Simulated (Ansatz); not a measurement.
BN:
```yaml
crystal:
  lattice:
    - [2.50502, 0.00000, 0.00000]
    - [-1.25251, 2.16941, 0.00000]
    - [0.00000, 0.00000, 6.66458]
  atoms:
    - { symbol: B, position: [0.00000, 0.00000, 0.75000] }
    - { symbol: B, position: [0.00000, 0.00000, 0.25000] }
    - { symbol: N, position: [0.66667, 0.33333, 0.25000] }
    - { symbol: N, position: [0.33333, 0.66667, 0.75000] }
```

Relaxed with PBE+D3(BJ). Special points in fractions of this cell's reciprocal vectors: Γ (0.000, 0.000, 0.000); M (0.500, 0.000, 0.000); K (0.333, 0.333, 0.000); A (0.000, 0.000, 0.500); L (0.500, 0.000, 0.500); H (0.333, 0.333, 0.500).

Question: List the band energies nearest the valence-band maximum at these points for the program Ansatz at the PBE+D3(BJ) level (PAW).

Answer: In eV from the valence-band maximum; about four levels below and three above (degenerate sets whole), none deeper than 8.9 eV; … stands for higher levels left out; points with the same levels are listed once.

| k | below | above |
|---|---|---|
| Γ | -1.33 -1.33 -1.32 -1.32 | 5.19 10.14 11.60 11.60 |
| M | -4.15 -4.09 -1.02 -0.95 | 4.34 5.66 9.34 |
| K | -7.29 -7.02 -0.03 -0.03 | 3.63 5.90 12.30 |
| A | -1.33 -1.33 -1.33 -1.33 | 7.51 7.51 … |
| L | -4.12 -4.12 -0.91 -0.91 | 4.66 4.66 10.01 10.01 |
| H | -7.16 -7.16 0.00 0.00 | 4.59 4.59 12.12 12.12 |

Space group P6_3/mmc. The first step of the workflow began from a Materials Project structure, measured or hypothetical. Its sites differ from those of the usual phase in this space group: another stacking or structure type. The PBE+D3(BJ) relaxation kept the symmetry of its start; whether a distortion lowers the energy is not shown.

Potentials: the earlier of the program's two PAW sets.
